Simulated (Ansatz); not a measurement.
PbS:
```xyz
2
Lattice="0.0000 3.3238 3.3238 3.3238 0.0000 3.3238 3.3238 3.3238 0.0000" Properties=species:S:1:pos:R:3 pbc="T T T"
S      4.9856     4.9856     4.9856
Pb     0.0000     0.0000     0.0000
```

This is the PBE-relaxed structure. Cartesian axes are those of the cell as given.

### Question
All from plane-wave PAW PBE (Ansatz code), unless another level is named. Estimate the bulk modulus (Birch–Murnaghan fit).

### Answer
35.2 GPa.

### Question
What about the elastic constants (relaxed ions, GPa)?

### Answer
C11 = 38.1, C12 = 33.8, C44 = -4.8.

### Question
And the piezoelectric stress constants (proper, relaxed ions, C/m²)?

### Answer
e14 = e25 = e36 = 0.42.

### Question
What about the highest zone-centre frequency (without LO–TO term)?

### Answer
169 cm⁻¹.

Space group F-43m (zinc blende). The cell is a constructed one: a structure type filled with these elements; neither database checked (COD, Materials Project) lists it. It is not the phase usual at ambient conditions (space group No. 225). Symmetry was held in the PBE relaxation. At this level the phase is mechanically unstable. Scalar-relativistic: spin–orbit coupling is off unless named, which matters more the heavier the elements.

Potentials: the later of the program's two PAW sets.
